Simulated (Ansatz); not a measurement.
Values for one crystal, relaxed and computed with DFT-r²SCAN in the program Ansatz with PAW potentials; other levels are named.

- Volume per atom = 26.48 Å³
- Band gap = 1.32 eV (indirect)
- Smallest direct gap on the standard path = 1.78 eV
- Valence-band maximum = at R
- Formation energy from the elements (no fitted shifts) = -0.33 eV/atom
- Conduction-band minimum = at X (3 equivalent valleys)

### Question
Which compound is it?
(A) Ta2O5, Pmmn (Ta on 4e, O on 4e, O on 4e, O on 2a)
(B) Ta3N5, Cmcm (Pearson symbol oS32)
(C) K2LiCuF6, Fm-3m (K on 8c, Li on 4b, Cu on 4a, F on 24e)
(D) TaCu3Te4, P-43m (Ta on 1a, Cu on 3d, Te on 4e)

### Answer
D, TaCu3Te4, P-43m (Ta on 1a, Cu on 3d, Te on 4e)

The workflow started from a Materials Project entry (that database holds measured and hypothetical structures alike); the Crystallography Open Database copy checked does not list it. Whether it is the stable phase at ambient conditions was not checked. The r²SCAN relaxation kept the symmetry of its start; whether a distortion lowers the energy is not shown. The run is not spin-polarised. The references are the lowest solids computed at this level, not always the standard phases. Scalar-relativistic: spin–orbit coupling is off unless named, which matters more the heavier the elements.

Potentials: the later of the program's two PAW sets.
